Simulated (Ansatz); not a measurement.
A geometry of ZnF2 away from equilibrium: step 2 of the relaxation of a generated cell, ZnF2 built in the AFLOW prototype A2B_oP12_62_2c_c (C23, as in PbCl2). Calculation: PBEsol (plane waves to 420 eV, PAW, scalar-relativistic; Ansatz, a quantum-chemistry and plane-wave program). Γ-centred k-mesh 4×6×3 on the run's cell (coarser than for final values), Fermi–Dirac smearing 0.05 eV. The plane waves were selected for a different cell earlier on the path.

```xyz
12
Lattice="5.4945 0.0000 0.0000 0.0000 3.4010 0.0000 0.0000 0.0000 6.6640" Properties=species:S:1:pos:R:3 pbc="T T T"
Zn     4.0877     0.8502     3.9718
Zn     1.3404     0.8502     6.0242
Zn     1.4068     2.5507     2.6922
Zn     4.1540     2.5507     0.6398
F      3.5149     0.8502     6.1106
F      0.7676     0.8502     3.8855
F      1.9796     2.5507     0.5535
F      4.7269     2.5507     2.7786
F      2.8067     0.8502     2.3001
F      0.0595     0.8502     1.0320
F      2.6878     2.5507     4.3640
F      5.4350     2.5507     5.6321
```

Give the Cartesian forces on all atoms (eV/Å).


```tsv
atom	Fx	Fy	Fz
Zn1	-0.24	0.00	-0.15
Zn2	-0.24	0.00	0.15
Zn3	0.24	0.00	0.15
Zn4	0.24	0.00	-0.15
F5	-0.22	0.00	-0.18
F6	-0.22	0.00	0.18
F7	0.22	0.00	0.18
F8	0.22	0.00	-0.18
F9	-0.24	0.00	0.26
F10	-0.24	0.00	-0.26
F11	0.24	0.00	-0.26
F12	0.24	0.00	0.26
```

The path ends in I4₁/amd (No. 141) (anatase type). No spin polarisation in the result.

The run could not lose the symmetry of its start, so the end can be a saddle point.

The end of the path is a generated cell of ZnF2: the first start was made by placing the elements on the sites of a structure type, and the end was not matched to a known phase here, so it may be hypothetical. Known forms of ZnF2 include space group No. 136.
